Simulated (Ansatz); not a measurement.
A geometry of Ni away from equilibrium: step 2 of the relaxation of a relaxed Ni cell, doubled along one cell vector, shaken by Gaussian noise of σ = 0.08 Å a coordinate. Calculation: PBE (plane waves to 420 eV, PAW, scalar-relativistic; Ansatz, an electronic-structure program). Γ-centred k-mesh 16×16×8 on the run's cell (coarser than for final values), Fermi–Dirac smearing 0.05 eV.

```yaml
crystal:
  lattice:
    - [0.00254, 1.76102, 1.75561]
    - [1.76214, 0.00157, 1.75659]
    - [3.52364, 3.52334, 0.00378]
  atoms:
    - { symbol: Ni, position: [0.44040, 0.56539, 0.21634] }
    - { symbol: Ni, position: [0.51593, 0.56396, 0.70400] }
```
Spin-polarised start, with parallel moments on Ni.

Task: Which atoms carry the largest force, and which way does it point?

Result: 0.62 eV/Å, on Ni1, Ni2 (atoms numbered as listed); on Ni1 its components are (-0.34, 0.00, 0.52).

Task: What is the pressure?

Result: +1.0 GPa, compression positive.

Spin state reached: ferromagnetic (net 0.63 μB/atom), from parallel starting moments; other spin orders were not run from this start.

The run could not lose the symmetry of its start.
